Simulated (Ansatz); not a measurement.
## Is this In2Te2O structure a true minimum?

The structure comes from a generated guess, relaxed at this level; another structure or a mixture of phases may lie lower.

The calculation used DFT PBE, scalar-relativistic, plane waves, PAW (Ansatz 0.2.0). Cutoff 420 eV; k points 6×6×4 on the computed 5-atom cell (Γ-centred); Gaussian smearing, width 0.02 eV; no spin polarisation.

The cell below (5 atoms, space group P-3m1 (No. 164)) is relaxed within its symmetry.

```xyz
5
Lattice="4.4364 0.0000 0.0000 -2.2182 3.8421 0.0000 0.0000 0.0000 10.4973" Properties=species:S:1:pos:R:3 pbc="T T T"
In    0.0000    0.0000    8.5272
In    0.0000    0.0000    1.9702
Te    0.0000    2.5614    3.2660
Te    2.2182    1.2807    7.2313
O     0.0000    0.0000    0.0000
```

For the test a repeat of it with 10 atoms (edges 4.44, 4.44, 20.99 Å) was strained at random (σ = 1.5 % a component), the atoms were moved at random (σ = 0.10 Å), and all was relaxed again on a coarse 3×3×1 mesh (in the run’s order of axes) with 0.10 eV smearing, with no symmetry imposed.

No dispersion correction is applied, so the spacing and binding between layers, chains or molecules are poorly described. These runs have no spin–orbit coupling, which can matter for Te.

Question: Is the structure stable against such a distortion?

Answer: It doesn't return. The energy falls by 15 meV/atom on that mesh, the volume changes by -2.1 %, and the end has space group P1 (No. 1) at a loose tolerance. Relaxed again on an 8×8×4 mesh with 0.02 eV smearing, the new structure lies 15 meV/atom below the first (mesh in the axes of the run's cell; the cell below is made exact in the group named). Space group P1 (No. 1), triclinic, a = 4.397 Å, b = 4.417 Å, c = 10.363 Å, α = 89.3°, β = 89.7°, γ = 60.4°. Around In on its first site lie 1 O at 2.00 Å and 3 Te at 2.84–2.89 Å; In on its second site has 1 O at 2.00 Å and 3 Te at 2.85–2.89 Å; Te on its first site is surrounded by 3 In at 2.85–2.89 Å; O is surrounded by 2 In at 2.00 Å; 1 more site not described.

```xyz
5
Lattice="4.3967 0.0000 0.0000 2.1831 3.8400 0.0000 0.0535 0.1055 10.3623" Properties=species:S:1:pos:R:3 pbc="T T T"
In    0.1667    0.0941    1.8888
In    2.3450    3.9153    8.4670
Te    4.5160    2.6246    7.1517
Te    2.3315    1.3705    3.2065
O     6.0904    3.7264    0.0105
```
